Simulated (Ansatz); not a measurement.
### Question
Each is relaxed and computed with PBEsol (plane waves, PAW; program Ansatz). Which is the only metal?
(A) Ta2O5, Pmmm (Pearson symbol oP7)
(B) BAs, P6_222 (B on 3d, As on 3c)
(C) TaAs, CsCl type
(D) LiTaO3, P4mm (Ta on 1b, Li on 1a, O on 1b, O on 2c)

### Answer
C, TaAs, CsCl type. TaAs: metal; LiTaO3: gap 2.21 eV (indirect); Ta2O5: gap 0.32 eV (indirect); BAs: gap 0.31 eV (indirect). Constructed cells (a structure type filled with these elements, in neither database checked): TaAs, CsCl type. Typed or built starts, not in the databases checked: LiTaO3, P4mm (Ta on 1b, Li on 1a, O on 1b, O on 2c); BAs, P6_222 (B on 3d, As on 3c). Not the usual ambient phase: TaAs, CsCl type; LiTaO3, P4mm (Ta on 1b, Li on 1a, O on 1b, O on 2c); BAs, P6_222 (B on 3d, As on 3c). Standing as an ambient phase not checked: Ta2O5, Pmmm (Pearson symbol oP7). Unstable at this level: Ta2O5, Pmmm (Pearson symbol oP7). All cells were relaxed under the symmetry of their starts (and spin orders); stability against distortions was not tested throughout. Named crystals with no word on spin ran without spin polarisation. Scalar-relativistic: spin–orbit coupling is off unless named, which matters more the heavier the elements.

Potentials: the earlier of the program's two PAW sets. The files were generated under PBE; for other functionals the program regenerates the frozen cores, and for LDA and PBEsol the local potential too.
